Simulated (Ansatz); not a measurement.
**Surface calculation: hcp Co (0001), 6 layers**

The slab is cut from the hcp crystal, the stable phase, as relaxed on PAW files (10.86 Å³/atom), with 16 Å of vacuum and a dipole correction:

```xyz
6
Lattice="2.4930 0.0000 0.0000 -1.2465 2.1590 0.0000 0.0000 0.0000 26.0923" Properties=species:S:1:pos:R:3 pbc="T T T"
Co    1.8698    0.3598    8.0000
Co   -0.6233    1.7992   10.0185
Co    1.8698    0.3598   12.0369
Co   -0.6233    1.7992   14.0554
Co    1.8698    0.3598   16.0738
Co   -0.6233    1.7992   18.0923
```

Computed with Ansatz 0.2.0; functional PBE, scalar-relativistic. Settings: a Γ-centred 15×15×1 k mesh, Fermi–Dirac smearing of 0.1 eV, spin-polarised from start moments Co1 1.7, Co2 1.7, Co3 1.7, Co4 1.7, Co5 1.7, Co6 1.7 μB. Methods: LAPW: all electrons, basis error target 1 meV/atom; PAW: frozen-core files, cutoff 420 eV.

The bulk energy comes from a cell in the slab's orientation on a 15×15×8 mesh. The surface energy is (E(slab) − N·E(bulk))/2A at zero smearing, the mean of both faces; thin slabs carry quantum-size effects.

Other magnetic orders may lie lower.

Task: As cut, the LAPW slab lies 1.470 eV above 6 atoms of bulk. What surface energy is that?

Result: Over two faces of 5.38 Å² it is 136.6 meV/Å², and times 16.02 J/m² per eV/Å² that gives γ = 2.188 J/m².

Task: What do relaxation and the other method give, and what work function comes out?

Result: 

```csv
method,γ as cut (J/m²),γ relaxed (J/m²),Φ as cut (eV),Φ relaxed (eV)
LAPW,2.188,2.139,4.99,4.96
PAW,2.187,2.139,5.00,4.96
```

Task: How do the spacings between the planes relax?

Result: From the bottom face up: d12 -3.0 % of 2.018 Å, d23 +1.6 % of 2.018 Å, d34 -1.2 % of 2.018 Å, d45 +1.6 % of 2.018 Å, d56 -3.0 % of 2.018 Å.

Task: How do the moments vary through the slab?

Result: Co1 1.78, Co2 1.72, Co3 1.68, Co4 1.68, Co5 1.72, Co6 1.78 μB in the LAPW spheres; the bulk has Co 1.68 μB.

Task: What changes if the vacuum is set to 11 Å?

Result: LAPW then gives: no gap, work function 4.96 eV; PAW: no gap, work function 4.96 eV. The program warns that the vacuum is too thin.
